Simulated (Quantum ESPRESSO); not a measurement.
One change at a time to AuLiReW5

All numbers below are calculated, not measured. They come from Quantum ESPRESSO 7.5, a public plane-wave density functional program. Each row is one single-point run on a made-up periodic cell of eight metal atoms, with elements, volume, strain and displacements drawn at random and not relaxed, so a cell may be unstable or far from any real phase. There is no spin polarisation or spin-orbit coupling.

Settings: PBE unless stated; PseudoDojo standard norm-conserving files; Fermi-Dirac width 0.25 eV, which means electrons at about 2900 K; cutoff 1143 eV; 8 x 5 x 3 k mesh shifted half a step off Gamma. E is the free energy of the whole cell (internal energy minus TS), so a -TS column is already part of it. Stress is positive in tension, and the pressure P is minus a third of its trace.

Checks: one run of this series was repeated at a higher cutoff and on a denser mesh, which moved values by no more than 0.004 eV, 0.03 GPa and 0.006 eV/Å, and a second program with other atomic files agreed on it to 2 % rms in force and 0.5 GPa in pressure. Known limits: heavy elements are run without spin-orbit coupling, which real alloys of them have; a spin test at this wide smearing found no moment, but such smearing suppresses magnetism that the real alloy may have.

The lattice is hexagonal close-packed, and the cell vectors in Å are (-2.989, 0.014, -0.020); (-0.024, 5.042, -0.012); (1.443, -2.506, -9.297), a volume of 140.36 Å³ in run 1. The elements on sites 1 to 8 are W W Li W W Re W Au. Each later run makes one change to run 1 and keeps the rest. E is counted from run 1, and is n/a where other atomic files have another zero of energy.

```
run,change,V (Å³),P (GPa),-TS (eV),rms force (eV/Å),largest change of a force component (eV/Å),E (eV)
1,none,140.36,-17.94,-1.765,0.378,0.000,0.000
2,sites 6 and 7 exchanged,140.36,-17.26,-1.822,0.530,0.833,0.137
3,all lengths scaled by +0.51 %,142.52,-20.13,-1.798,0.365,0.104,0.256
4,PBEsol in place of PBE,140.36,-24.04,-1.767,0.366,0.190,n/a
5,Mg on site 6,140.36,-11.54,-1.609,0.590,1.187,n/a
6,site 4 moved by -0.19 Å along z,140.36,-16.60,-1.737,0.411,1.043,?
```

## Worked estimate

Along the move dE = -F dx. The force on site 4 along z is -0.457 eV/Å in run 1 and 0.587 eV/Å in run 6, and the move is -0.19 Å, so the mean force times the move gives an estimate.

## Withheld value

Question: what E should run 6 give?

The estimate is 0.012 eV. The calculation gave 0.006 eV. The mean of two end points misses the curvature of the force.
